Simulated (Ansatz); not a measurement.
ScAg$_{3}$:
```
ScAg3
1.0
    4.20392     0.00000     0.00000
    0.00000     4.20392     0.00000
    0.00000     0.00000     4.20392
Ag Sc
3 1
Cartesian
  0.00000   2.10196   2.10196
  2.10196   2.10196   0.00000
  2.10196   0.00000   2.10196
  0.00000   0.00000   0.00000
```

Relaxed with r²SCAN. Special points in fractions of this cell's reciprocal vectors: Γ (0.000, 0.000, 0.000); X (0.000, 0.500, 0.000); M (0.500, 0.500, 0.000); R (0.500, 0.500, 0.500).

**Question.** List the band energies nearest the Fermi level at these points for plane-wave PAW r²SCAN (Ansatz code).

**Answer.** In eV from the Fermi level; about four levels below and three above (degenerate sets whole), none deeper than 8.9 eV; … stands for higher levels left out; points with the same levels are listed once.

| k | below | above |
|---|---|---|
| Γ | -3.81 -3.52 -3.52 -3.52 | 0.86 0.86 1.52 1.52 1.52 |
| X | -4.31 -4.10 -4.08 -3.52 | 0.44 0.44 0.58 |
| M | -3.55 -2.05 -1.09 -1.09 | 0.87 0.87 1.72 |
| R | -0.40 -0.01 -0.01 -0.01 | 2.11 2.11 … |

Space group Pm-3m (Cu3Au type). The start of the workflow was typed in or built on a structure type; neither database checked (COD, Materials Project) lists it. Whether it is the stable phase at ambient conditions was not checked. The r²SCAN relaxation kept the symmetry of its start; whether a distortion lowers the energy is not shown. No spin polarisation was allowed. Scalar-relativistic: spin–orbit coupling is off unless named, which matters more the heavier the elements.

Potentials: the later of the program's two PAW sets.
